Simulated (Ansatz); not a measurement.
AlV in space group Cmmm (No. 65; Al on 2a, V on 2c), r²SCAN in the plane-wave PAW code Ansatz, all energies at zero smearing, with the estimated change up to a 700 eV cutoff added, with one set of potentials and settings (totals compare only within such a set). Cell of 2 atoms (1 Al, 1 V): -3458.042 eV.

```csv
element,reference phase,E (eV/atom)
Al,"Fm-3m, 1 atoms in the cell",-540.4083
V,"Im-3m, 1 atoms in the cell",-2917.0669
```

Formation energy per atom, worked out: (-3458.042 − 1×(-540.4083) − 1×(-2917.0669))/2 = -0.283 eV/atom (-27 kJ per mol of atoms), at 0 K, without zero-point energy or fitted corrections.

The workflow started from a Materials Project entry (that database holds measured and hypothetical structures alike); the Crystallography Open Database copy checked does not list it. With Al and V taken as one species the cell has the higher symmetry I4/mmm, so it may be an ordered model of a mixed-site phase. Its standing as an ambient phase is unchecked. Symmetry was held in the r²SCAN relaxation; its stability against distortions is not shown here. The run is not spin-polarised. The references are the lowest solids computed at this level, not always the standard phases.

Potentials: the later of the program's two PAW sets.
